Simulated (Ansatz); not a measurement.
Relaxed-ion elastic tensor of Hf (hcp (Mg type), P6_3/mmc) in GPa (Voigt order), the program Ansatz at the r²SCAN level (PAW); density 13.26 g/cm³, 22.35 Å³ per atom.

```
 188  76.8  65.2   0.0   0.0   0.0
76.8   188  65.2   0.0   0.0   0.0
65.2  65.2   204   0.0   0.0   0.0
 0.0   0.0   0.0  58.9   0.0   0.0
 0.0   0.0   0.0   0.0  58.9   0.0
 0.0   0.0   0.0   0.0   0.0  55.5
```

Q: Is the crystal mechanically stable?

A: Yes: the smallest eigenvalue of C is 55.5 GPa.

Q: Work out the Voigt, Reuss and Hill averages.

A: K_V = 111, K_R = 110, K_H = 110; G_V = 59.5, G_R = 59.1, G_H = 59.3 GPa.

Q: Give Young's modulus, Poisson's ratio, Pugh's ratio and the universal anisotropy index.

A: E = 9KG/(3K + G) = 151 GPa; ν = 0.27; K/G = 1.86 (ductile by the Pugh limit of 1.75); A_U = 5G_V/G_R + K_V/K_R − 6 = 0.03.

Q: Estimate the sound speeds and the Debye temperature.

A: v_l = √((K + 4G/3)/ρ) = 3780 m/s, v_t = √(G/ρ) = 2110 m/s, mean 2350 m/s; Θ = (h/k)(3n/4πV)^(1/3) v_m = 249 K.

Q: How much does each axis shrink under pressure?

A: Linear compressibilities β_i = Σ_j S_ij (j = 1 to 3): x 3.1, y 3.1, z 2.9 per TPa.

Symmetry was held in the r²SCAN relaxation; of distortions, only those at the zone centre were tested. The run is not spin-polarised. As this level gives no gap, shear constants depend on the k-mesh and smearing (Fermi–Dirac, 0.1 eV here). Spin–orbit coupling is left out wherever it is not named.

Potentials: the later of the program's two PAW sets.
